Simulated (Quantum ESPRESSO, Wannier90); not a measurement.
**Wannierisation of CdTe (wurtzite)**

```xyz
4
Lattice="4.6333 0.0000 0.0000 -2.3166 4.0125 0.0000 0.0000 0.0000 7.6024" Properties=species:S:1:pos:R:3 pbc="T T T"
Cd     2.3166    -1.3375     0.0027
Cd    -2.3166     1.3375    -3.7985
Te     2.3166    -1.3375     2.8482
Te    -2.3166     1.3375    -0.9530
```

Cell from Materials Project (mp-12779), symmetrised, no further relaxation. Not found in the COD (Crystallography Open Database) copy used, which has the formula in other groups; not checked further. Computed values, not measurements, from PBEsol: Quantum ESPRESSO (norm-conserving PseudoDojo potentials, cutoff 82 Ry, no spin polarisation, no spin-orbit coupling) on a Γ-centred 6×6×4 mesh, then Wannier90. Density: 12×12×4 mesh, Gaussian smearing 0.01 Ry. Spin-orbit coupling is left out although heavy elements are present.

Bands 31-36 form an isolated set from -4.28 to 0.00 eV relative to the valence-band maximum (on the path) and are turned into 6 Wannier functions by minimising the spread from the start: atomic waves Te 5p.

Centres (Cartesian, Å; one of the equivalent choices) and spreads:

```
n       x       y       z  spread (Å²)  nearest atom
-  ------  ------  ------  -----------  ------------
1   2.317  -1.377   2.496        3.876           Te3
2   2.317  -1.588   3.034        3.758           Te3
3   2.317  -1.039   3.026        3.745           Te3
4  -2.317   1.377  -1.305        3.876           Te4
5  -2.317   1.588  -0.768        3.758           Te4
6  -2.317   1.039  -0.776        3.745           Te4
```

Ω_I = 21.96 Å², Ω_total = 22.76 Å²; the interpolated bands follow pw.x to 16 meV rms on the path. Only this start was tried; a symmetric start can stop on a saddle, and mixtures of these functions could lower the total by at most Ω_total − Ω_I.
